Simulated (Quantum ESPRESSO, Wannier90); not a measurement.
# Wannierisation of LiNbF6 (R-3)

```xyz
8
Lattice="-2.5573 4.4294 0.0000 -5.1146 0.0000 0.0000 -2.5573 1.4765 4.5570" Properties=species:S:1:pos:R:3 pbc="T T T"
Li    -5.1146     2.9529     2.2785
Nb     0.0000     0.0000     0.0000
F      0.9587     1.2487    -1.1162
F     -0.9587    -1.2487     1.1162
F      0.6020    -1.4546    -1.1162
F     -0.6020     1.4546     1.1162
F     -1.5607     0.2060    -1.1162
F      1.5607    -0.2060     1.1162
```

Structure: Materials Project mp-1078799, symmetrised, not relaxed again. Not found in the COD (Crystallography Open Database) copy used; not checked further. Method: PBEsol plane waves in Quantum ESPRESSO 7.5 (PseudoDojo norm-conserving files, 68 Ry, spinors with spin-orbit coupling), Bloch states on a 4×4×4 mesh through Γ, Wannier90 4.0.1. Density: 8×8×8 mesh, Gaussian smearing 0.01 Ry.

Bands 59-64 form an isolated set from 5.28 to 5.55 eV relative to the valence-band maximum (on the path) and are turned into 6 Wannier functions by minimising the spread from the start: SCDM (isolated).

Question: Where do the functions sit, how wide are they and what are they made of?

Answer: 
| functions | spread (Å²) | nearest atom, distance (Å) | second atom, distance (Å) | weight on atomic waves |
|---|---|---|---|---|
| 6 | 1.69 | Nb 0.00 | F 1.93 | Nb 4d 70 %, F 2p 26 % |

Ω_I = 10.14 Å², Ω_total = 10.15 Å²; the interpolated bands follow pw.x to 0.1 meV rms on the path. Only this start was tried; a symmetric start can stop on a saddle, and mixtures of these functions could lower the total by at most Ω_total − Ω_I.
